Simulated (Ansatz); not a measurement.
# Ti3SiO8 (anatase sites, Cm) by several functionals

All numbers come from Ansatz 0.2.0. The calculation is spin-unpolarised, and the structure need not be a phase that has been made.

A 12-atom cell of Ti3SiO8 built on the anatase structure (relaxed group Cm), relaxed with r2SCAN. Around Ti lie 6 O at 1.90–2.15 Å and 1 Ti at 3.09 Å; around Ti lie 6 O at 1.89–2.02 Å and 4 Ti at 3.00–3.09 Å; around O lie 3 Ti at 1.90–1.97 Å; around O lie 1 Si at 1.77 Å and 2 Ti at 1.89–2.15 Å; around O lie 3 Ti at 1.90–1.96 Å; around O lie 3 Ti at 1.90–1.98 Å; around Ti lie 6 O at 1.90–1.98 Å and 3 Ti at 3.00–3.02 Å; around Si lie 6 O at 1.76–1.89 Å (further sites aren't listed).

Space group Cm (No. 8). a = 10.102 Å, b = 3.713 Å, c = 7.363 Å, α = 90.00°, β = 111.42°, γ = 90.00°
```json
{"atom": "Ti", "site": "2a", "symmetry": "m", "x": "0.9879", "y": "0.0000", "z": "0.9933"}
{"atom": "Ti", "site": "2a", "symmetry": "m", "x": "0.7556", "y": "0.5000", "z": "0.3702"}
{"atom": "O", "site": "2a", "symmetry": "m", "x": "0.9652", "y": "0.5000", "z": "0.4800"}
{"atom": "O", "site": "2a", "symmetry": "m", "x": "0.7163", "y": "0.5000", "z": "0.0984"}
{"atom": "O", "site": "2a", "symmetry": "m", "x": "0.5476", "y": "0.5000", "z": "0.2691"}
{"atom": "O", "site": "2a", "symmetry": "m", "x": "0.7972", "y": "0.0000", "z": "0.4041"}
{"atom": "Ti", "site": "2a", "symmetry": "m", "x": "0.5081", "y": "0.5000", "z": "0.5037"}
{"atom": "Si", "site": "2a", "symmetry": "m", "x": "0.7432", "y": "0.5000", "z": "0.8735"}
{"atom": "O", "site": "2a", "symmetry": "m", "x": "0.9300", "y": "0.5000", "z": "0.9646"}
{"atom": "O", "site": "2a", "symmetry": "m", "x": "0.7156", "y": "0.5000", "z": "0.6202"}
{"atom": "O", "site": "2a", "symmetry": "m", "x": "0.5555", "y": "0.5000", "z": "0.7830"}
{"atom": "O", "site": "2a", "symmetry": "m", "x": "0.7779", "y": "0.0000", "z": "0.8899"}
```

Gaps on the r2SCAN cell, each the least over its mesh and the special points:
```tsv
level	k mesh	gap (eV)	kind	edges	least direct gap (eV)
PBE	8×8×4	2.11	indirect	V₂ → Γ	2.56
r2SCAN	8×8×4	2.46	indirect	V₂ → Γ	2.95
HSE06	4×4×2	3.62	indirect	V₂ → Γ	4.15
PBE0	4×4×2	4.38	indirect	V₂ → Γ	4.90
```
PBE: smearing of 0.02 eV; the others have fixed occupations.
Wave cutoffs: 420 eV, 500 eV (r2SCAN).
Points off the special ones are mesh points or PBE's searched band edges, reused at the other levels.

The HSE06 gap is indirect, 3.62 eV (V₂ to Γ), below the direct gap of 4.15 eV at Y₂.

r2SCAN covers 24 % of the step from PBE to HSE06. All these functionals give a gap of the same kind, indirect.

r2SCAN (ground state on 6×6×4): The clamped-ion dielectric constant comes out as a tensor with principal values 5.19, 5.25, 5.43. Born charges, averaged over directions: Ti +5.38 to +6.02, O -3.04 to -2.31, Si +4.42 e. The program notes that the ground state's band table doesn't vouch for all the bands that the response reads.

The meshes of the hybrids are coarse, so their gaps aren't converged to the digits shown.
